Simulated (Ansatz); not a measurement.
Computed with DFT PBE, scalar-relativistic, plane waves, PAW in Ansatz 0.2.0. All cells share a 420 eV cutoff and Γ-centred k meshes spaced at most about 0.3 Å⁻¹ (2π included). No spin polarisation in the final relaxations.

These are static total energies at zero pressure. All come from trial cells, and lower structures may exist.

Task: Order these relaxed structures of Al2B3As5 by energy, lowest first, with the energy over the lowest of them.
1.

```
Al B As
1.0
    -1.80862    1.80862   13.30434
     1.80862   -1.80862   13.30434
     1.80862    1.80862  -13.30434
Al B As
2 3 5
Cartesian
  0.0000 0.0000 21.5209
  0.0000 0.0000 5.0878
  0.0000 0.0000 10.9720
  0.0000 0.0000 0.0000
  0.0000 0.0000 15.6366
  1.8086 0.0000 9.8132
  0.0000 1.8086 12.1388
  0.0000 1.8086 1.1656
  1.8086 0.0000 3.4912
  0.0000 1.8086 6.6522
```

2.

```
Al B As
1.0
    -1.80879    1.80879   13.35352
     1.80879   -1.80879   13.35352
     1.80879    1.80879  -13.35352
Al B As
2 3 5
Direct
  0.89674 0.89674 0.00000
  0.10326 0.10326 0.00000
  0.70638 0.70638 0.00000
  0.29362 0.29362 0.00000
  0.50000 0.50000 0.00000
  0.33704 0.83704 0.50000
  0.95647 0.45647 0.50000
  0.54353 0.04353 0.50000
  0.16296 0.66296 0.50000
  0.75000 0.25000 0.50000
```

Result: 1 (0 meV/atom), 2 (26 meV/atom). Forms: 1 Al and B ordered on zinc blende sites, I-4m2; 2 Al and B ordered on zinc blende sites, I-4m2. Counting As atoms around Al and B (those within 1.25 times the shortest such distance or 1.15 times the sum of covalent radii): cell 1 has Al 4, B 4; cell 2 has Al 4, B 4.

Cells relaxed within their symmetry can be saddle points. Some candidate types were left out of the draw beforehand, so a known form may be missing.
